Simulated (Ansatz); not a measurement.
## Antifluorite alloy of Li2S and Na2S (24 of 64 Li sites exchanged), 96 atoms

Ansatz, PAW, plane waves. PBEsol relaxation of volume and atoms (shape held) at the single k point (¼, ¼, ¼) without its symmetry partners; single points on the relaxed atoms at the single k point (¼, ¼, ¼) without its symmetry partners, onto which points of the small cell's zone fold. Arrangement: clustered. No spin–orbit coupling unless named.

Relaxed structure:

```xyz
96
Lattice="11.9996 0.0000 0.0000 0.0000 11.9996 0.0000 0.0000 0.0000 11.9996" Properties=species:S:1:pos:R:3 pbc="T T T"
Li    4.5897    1.5957    1.3982
Li    4.5446    7.3789    1.3815
Li   10.4064    1.5596    1.3655
Li   10.5865    1.5196    7.6333
Li   10.4475    7.4479    1.4365
Li   10.4833    7.4357    7.5719
Li    1.4562    4.5581    1.3631
Li    1.4001    4.5236    7.6043
Li    1.3958   10.4819    7.5792
Li    7.5322    4.5325    1.4414
Li    7.5858   10.4750    1.3885
Li    1.4308    1.5779   10.4482
Li    1.4378    7.3907   10.5153
Li    7.5717    1.5572   10.5996
Li    7.5894    7.4250    4.4395
Li    7.5767    7.4622   10.5641
Li    1.4335    1.5497    7.6206
Li    1.4430    7.3874    1.3738
Li    1.3677    7.4648    7.5977
Li    7.5483    1.5660    1.3769
Li    7.5541    7.4458    1.4376
Li    7.6349    7.4508    7.5799
Li    4.5055    4.5249   10.5870
Li   10.4522    4.5521    4.4767
Li   10.5023    4.5321   10.5260
Li   10.4456   10.4844   10.5263
Li    4.5324    4.5231    1.3656
Li   10.4515    4.5506    1.4310
Li   10.5412    4.5295    7.5755
Li   10.4169   10.4744    1.3798
Li   10.5613   10.4501    7.6435
Li    4.5206    1.6081   10.5922
Li    4.5220    7.3973   10.5739
Li   10.4828    1.5533   10.5235
Li   10.4233    7.3922    4.5112
Li   10.5048    7.4974   10.5209
Li    1.4679    4.5084   10.5117
Li    7.6160    4.6057    4.4482
Li    7.5444    4.5387   10.6189
Li    7.6050   10.4976   10.5748
Na    4.5019    1.5665    7.6194
Na    4.5198    7.4687    7.5899
Na    1.4237   10.4319    1.4202
Na    7.5850    4.5421    7.6228
Na    7.6160   10.4237    7.5861
Na    1.4172    1.5488    4.5176
Na    1.3943    7.4439    4.4594
Na    7.5686    1.5893    4.3903
Na    1.4326    1.5816    1.3807
Na    7.6135    1.5529    7.6076
Na    4.5269    4.5354    4.4183
Na    4.5136   10.4487    4.4825
Na    4.5171   10.4964   10.5381
Na   10.4670   10.4293    4.5039
Na    4.5183    4.5516    7.6163
Na    4.5801   10.4409    1.4207
Na    4.4776   10.5054    7.6128
Na    4.5144    1.5913    4.4725
Na    4.4921    7.4873    4.4195
Na   10.5069    1.4996    4.4504
Na    1.4029    4.5571    4.4521
Na    1.4156   10.4975    4.4951
Na    1.4002   10.4348   10.5089
Na    7.5692   10.4156    4.4265
S    11.7758    0.0556   11.9263
S    11.9474   11.9915    6.2774
S    11.9473    5.9822   11.9647
S    11.8582    5.9871    6.1512
S     6.1467    0.1267   11.9707
S     6.0657    0.0148    6.0212
S     6.0525    5.9878   11.9808
S     6.2041    6.0544    5.9378
S     3.0497    3.0925   11.9089
S     2.8513    3.0787    6.1495
S     2.9863    8.7145   11.9646
S     2.8301    8.9662    6.1555
S     9.0195    3.0727   11.9711
S     9.1567    3.1455    6.0136
S     9.0165    8.9679   11.9779
S     9.0708    8.7568    6.0610
S     3.0352    0.0657    2.8849
S     2.8483    0.1362    9.0924
S     2.9784    5.9762    2.7009
S     2.8469    5.9875    9.1460
S     9.0158   11.9941    2.7071
S     9.1474    0.0046    9.1608
S     9.0103    5.9860    2.9493
S     9.0954    6.0547    9.1623
S    11.8308    3.1615    2.8190
S    11.9647    3.0404    9.0620
S    11.8190    8.8401    2.8332
S    11.8903    8.8943    8.9830
S     6.0760    3.0972    2.7438
S     6.0493    3.0465    9.3176
S     6.1625    8.8281    2.8188
S     6.1613    8.8499    9.1903
```

Q: What are the mean bond lengths by pair (pairs within 1.2 times the sum of covalent radii, less contacts 15 % beyond the pair's median; cation–cation pairs of compounds aside; long ionic contacts are cut short by that bound)?

A: Li–S 2.532 ± 0.069 Å (standard deviation, 160 bonds); Na–S 2.717 ± 0.051 Å (standard deviation, 96 bonds).

Q: What gap lies between the top filled and the lowest empty level in the single points?

A: r²SCAN 4.26 eV (7.3 s on NVIDIA GB300). Away from Γ this isn't the crystal's band gap.
